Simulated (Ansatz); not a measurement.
ZnF2:
Space group P4₂/mnm (No. 136); a = b = 4.6305 Å, c = 3.0877 Å, α = β = γ = 90.00°

```json
[
 {"atom": "Zn", "site": "2a", "symmetry": "m.mm", "x": "0.0000", "y": "0.0000", "z": "0.0000"},
 {"atom": "F", "site": "4f", "symmetry": "m.2m", "x": "0.3033", "y": "0.3033", "z": "0.0000"}
]
```

Relaxed with LDA.

### Question
Which orbitals make up the states near the band edges in LDA (plane waves, PAW; program Ansatz)?

### Answer
Top 1 eV of the valence band: F 2p 56 %, Zn 3d 43 %. Bottom 1 eV of the conduction band: Zn 4s 73 %, F 2s 19 %, F 2p 7 %. Projections are on Löwdin-orthogonalised atomic valence shells; empty p or d shells of many metals are not among them.

### Question
Tabulate the density of states.

### Answer
States/eV per cell of 6 atoms, in 0.25 eV bins, energy from the valence-band maximum.

```tsv
E (eV)	total	F 2p	Zn 3d	Zn 4s
-6.90	0.00	0.00	0.00	0.00
-6.65	0.26	0.18	0.03	0.04
-6.40	0.82	0.57	0.13	0.11
-6.15	2.58	1.71	0.57	0.26
-5.90	4.37	3.16	0.70	0.46
-5.65	5.10	3.40	1.26	0.38
-5.40	3.83	2.41	1.22	0.16
-5.15	10.15	5.76	4.19	0.13
-4.90	8.47	4.43	3.89	0.08
-4.65	5.82	3.41	2.20	0.13
-4.40	5.55	3.21	2.16	0.11
-4.15	7.95	4.59	3.16	0.10
-3.90	8.56	4.79	3.61	0.06
-3.65	9.84	4.01	5.72	0.04
-3.40	8.98	2.57	6.32	0.03
-3.15	12.20	2.45	9.61	0.07
-2.90	10.70	2.42	8.14	0.07
-2.65	4.61	1.80	2.72	0.03
-2.40	6.19	3.18	2.85	0.06
-2.15	7.87	4.56	3.13	0.06
-1.90	7.69	5.41	2.18	0.02
-1.65	14.03	10.28	3.60	0.04
-1.40	8.44	5.64	2.68	0.04
-1.15	3.87	2.07	1.69	0.04
-0.90	3.00	1.61	1.33	0.01
-0.65	4.83	2.69	2.07	0.01
-0.40	5.93	3.35	2.52	0.01
-0.15	4.37	2.46	1.88	0.01
0.10	0.01	0.00	0.00	0.00
0.35	0.00	0.00	0.00	0.00
0.60	0.00	0.00	0.00	0.00
0.85	0.00	0.00	0.00	0.00
1.10	0.00	0.00	0.00	0.00
1.35	0.00	0.00	0.00	0.00
1.60	0.00	0.00	0.00	0.00
1.85	0.00	0.00	0.00	0.00
2.10	0.00	0.00	0.00	0.00
2.35	0.00	0.00	0.00	0.00
2.60	0.00	0.00	0.00	0.00
2.85	0.00	0.00	0.00	0.00
3.10	0.00	0.00	0.00	0.00
3.35	0.00	0.00	0.00	0.00
3.60	0.03	0.00	0.00	0.02
3.85	0.08	0.00	0.00	0.06
4.10	0.12	0.01	0.00	0.09
4.35	0.16	0.01	0.00	0.12
4.60	0.20	0.02	0.00	0.14
4.85	0.24	0.03	0.00	0.17
5.10	0.28	0.04	0.00	0.20
5.35	0.33	0.04	0.00	0.23
5.60	0.38	0.06	0.00	0.27
5.85	0.51	0.08	0.00	0.36
6.10	0.53	0.08	0.00	0.38
6.35	0.53	0.09	0.00	0.38
6.60	0.62	0.10	0.00	0.44
6.85	0.78	0.13	0.00	0.56
7.10	1.00	0.17	0.00	0.71
7.35	1.11	0.19	0.00	0.80
7.60	1.17	0.19	0.00	0.84
7.85	1.24	0.21	0.00	0.89
8.10	1.54	0.25	0.00	1.10
8.35	1.45	0.23	0.00	1.03
```

Space group P4_2/mnm (rutile). The cell was relaxed with LDA under the symmetry of its start.

Potentials: the later of the program's two PAW sets.
